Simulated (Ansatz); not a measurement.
**Kick test of a cell of CuRe3**

The cell was found from a structure generator's guess, not taken from experiment.

These are results of Ansatz 0.2.0, DFT PBE, scalar-relativistic, plane waves, PAW, not measurements. Plane waves to 420 eV, a k mesh through Γ of 12×12×12 on the computed 4-atom cell and Gaussian smearing (0.10 eV); no spin polarisation.

The cell below (4 atoms, space group Pm-3m (No. 221)) is relaxed within its symmetry.

```
Cu Re
1.0
     3.84307    0.00000    0.00000
     0.00000    3.84307    0.00000
     0.00000    0.00000    3.84307
Cu Re
1 3
Cartesian
  0.0000 0.0000 0.0000
  0.0000 1.9215 1.9215
  1.9215 0.0000 1.9215
  1.9215 1.9215 0.0000
```

For the test a repeat of it with 8 atoms (edges 3.84, 3.84, 7.69 Å) was strained at random (σ = 1.5 % a component), the atoms were moved at random (σ = 0.15 Å), and all was relaxed again on a coarse 6×6×4 mesh (in the run’s order of axes) with 0.20 eV smearing, with no symmetry imposed.

These runs have no spin–orbit coupling, which can matter for Re.

Question: What happens?

Answer: It returns, within 1 meV/atom of the unmoved cell on that mesh and with the same symmetry when read at 0.1 Å. No instability shows in this cell; modes of other wave vectors, which need another repeat, aren't tested.
